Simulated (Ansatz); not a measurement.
LaPt3 (Cu3Au type, Pm-3m) at seven volumes, DFT-r²SCAN in the program Ansatz with PAW potentials, scaled uniformly. One row is withheld.

| V (Å³/atom) | P (GPa) |
|---|---|
| 17.022 | 18.62 |
| 17.584 | 11.27 |
| 18.145 | 5.13 |
| 18.706 | 0.00 |
| 19.267 | ? |
| 19.828 | -7.83 |
| 20.389 | -10.79 |

Question: Fit the shown pressures and predict the withheld one.

Answer: Third-order Birch–Murnaghan: P = (3/2)B₀(x^(7/2) − x^(5/2))[1 + (3/4)(B′ − 4)(x − 1)] with x = (V₀/V)^(2/3). Least squares on the six rows gives V₀ = 18.707 Å³/atom, B₀ = 155.6 GPa, B′ = 5.02. At V = 19.267, x = 0.9805 and P = -4.26 GPa. The run itself gave -4.27 GPa.

The workflow started from an entry of the Crystallography Open Database (COD). Its standing as an ambient phase is unchecked. The cell was relaxed with r²SCAN under the symmetry of its start; whether a distortion lowers the energy is not shown. No spin polarisation was allowed. Scalar-relativistic: spin–orbit coupling is off unless named, which matters more the heavier the elements.

Potentials: the later of the program's two PAW sets.
